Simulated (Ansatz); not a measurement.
B (α-B12), relaxed and computed with several functionals in Ansatz (plane waves, PAW).

| functional | a (Å) | c (Å) | V (Å³/atom) | gap (eV) |
|---|---|---|---|---|
| LDA | 4.841 | 12.393 | 6.99 | 1.37 |
| r²SCAN+D4 | ___ | ___ | ___ | ___ |
| r²SCAN | 4.898 | 12.513 | 7.22 | 1.60 |

Complete the blanks.


- r²SCAN+D4, a (Å): 4.884
- r²SCAN+D4, c (Å): 12.483
- r²SCAN+D4, V (Å³/atom): 7.16
- r²SCAN+D4, gap (eV): 1.58

All cells were relaxed under the symmetry of their starts (and spin orders); stability against distortions was not tested throughout.

Potentials: the earlier of the program's two PAW sets. The files were generated under PBE; for other functionals the program regenerates the frozen cores, and for LDA and PBEsol the local potential too.

Ansatz (a first-principles code) is a plane-wave DFT program.
